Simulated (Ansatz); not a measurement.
Na$_{3}$TeBr: sound and stiffness along [100], [110] and [111]

Method: DFT PBE, scalar-relativistic, plane waves, PAW (Ansatz 0.2.0). Settings: 420 eV plane-wave cutoff, Γ-centred 6×6×6 mesh, fixed occupations. No spin polarisation.

The cell is fixed (symmetry leaves no force on the atoms) and stands under 0.0 GPa:
```
CELL_PARAMETERS angstrom
5.82130 0.00000 0.00000
0.00000 5.82130 0.00000
0.00000 0.00000 5.82130
ATOMIC_POSITIONS crystal
Br 0.00000 0.00000 0.00000
Te 0.50000 0.50000 0.50000
Na 0.50000 0.50000 0.00000
Na 0.50000 0.00000 0.50000
Na 0.00000 0.50000 0.50000
```

The cell is the ideal cubic antiperovskite prototype; whether it is the stable structure of this composition wasn't checked.

With ions relaxed, on the cubic axes: C11 = 34.0, C12 = 2.4, C44 = 2.6 GPa. The density is 2.327 g/cm³. Zone-centre modes weren't checked beside this run.

Q: Is the crystal stable against strain, and how anisotropic is it?

A: Born's conditions hold: C11 + 2C12 = 38.9, C11 − C12 = 31.6 and C44 = 2.6 GPa are all positive. B = (C11 + 2C12)/3 = 13.0 GPa. The two shear moduli are C44 and C′ = (C11 − C12)/2 = 15.8 GPa, so Zener's ratio is A = C44/C′ = 0.16: the shear C44 is the soft one, as in NaCl, KCl, the halide perovskites and the bcc metals V, Nb, Cr and Mo. The Cauchy pressure C12 − C44 is -0.2 GPa; it would vanish for pair forces between atoms on inversion centres at zero pressure, and here it is small.

Q: Give the sound speeds along the three symmetry directions.

A: The Christoffel equation gives ρv² for each branch:
```csv
direction,branch,ρv²,GPa,v (m/s)
[100],L,C11,34.0,3823
[100],T (×2),C44,2.6,1055
[110],L,(C11 + C12 + 2C44)/2,20.8,2990
[110],"T, u ∥ [001]",C44,2.6,1055
[110],"T, u ∥ [1-10]",(C11 − C12)/2,15.8,2606
[111],L,(C11 + 2C12 + 4C44)/3,16.4,2655
[111],T (×2),(C11 − C12 + C44)/3,11.4,2213
```

Q: How does Young's modulus depend on direction?

A: Inverting gives S11 = 29.675, S12 = -1.971, S44 = 386.100 TPa⁻¹. Along a unit vector (l, m, n), 1/E = S11 − 2(S11 − S12 − S44/2)(l²m² + m²n² + n²l²), where the last bracket is 0, 1/4 and 1/3 for [100], [110] and [111]: E = 34, 9 and 7 GPa. With A < 1 the cube edge is stiffest. For a film on (001), the biaxial modulus is C11 + C12 − 2C12²/C11 = 36 GPa and the normal strain is −2C12/C11 = -0.14 times the in-plane one.